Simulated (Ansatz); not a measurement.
MgSnAs2:
```
MgSnAs2
1.0
   -3.04261     3.04261     5.94543
    3.04261    -3.04261     5.94543
    3.04261     3.04261    -5.94543
Mg Sn As
2 2 4
Cartesian
  3.04261   0.00000   2.97272
  0.00000   0.00000   5.94543
  0.00000   0.00000   0.00000
  0.00000   3.04261   2.97272
  1.52131   1.52210  -1.48636
 -1.52051   1.52131   7.43179
  1.52131   1.52051   4.45907
  4.56312   1.52131   1.48636
```

PBEsol in the plane-wave PAW code Ansatz gives a gap of 0.48 eV without spin–orbit coupling, maximum at Γ, minimum at Γ.

Q: What happens when spin–orbit coupling is switched on?

A: The gap decreases by 0.07 eV, to 0.41 eV; maximum at Γ, minimum at Γ.

Q: Give the electron effective mass with spin–orbit coupling.

A: 0.042, 0.049, 0.049 mₑ (principal values).

Space group I-42d (chalcopyrite). The workflow started from a Materials Project entry (that database holds measured and hypothetical structures alike); the Crystallography Open Database copy checked does not list it. Whether it is the stable phase at ambient conditions was not checked. The PBEsol relaxation kept the symmetry of its start; its stability against distortions is not shown here.

Potentials: the later of the program's two PAW sets.
